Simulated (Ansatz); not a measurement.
YAl₂:
Space group Fd-3m, origin choice 1 (No. 227); a = b = c = 7.7373 Å, α = β = γ = 90.00°

```csv
atom,site,symmetry,x,y,z
Y,8b,-43m,0.5000,0.5000,0.5000
Al,16c,.-3m,0.1250,0.1250,0.1250
```
(The calculation used a cell of 6 atoms; values per cell refer to that cell.)

This is the LDA-relaxed structure.

Q: All from LDA (plane waves, PAW; program Ansatz), unless another level is named. Estimate the formation energy from the elements (no fitted shifts).

A: -54 kJ/mol-atom.

Q: Predict the density of states at the Fermi level.

A: 0.73 states/eV per atom (mean over ±0.08 eV).

The first step of the workflow began from a Materials Project structure, measured or hypothetical; the Crystallography Open Database copy checked does not list it. Its standing as an ambient phase is unchecked. The cell was relaxed with LDA under the symmetry of its start; whether a distortion lowers the energy is not shown. The run is not spin-polarised. The references are the lowest solids computed at this level, not always the standard phases. Spin–orbit coupling is left out wherever it is not named.

Potentials: the later of the program's two PAW sets.
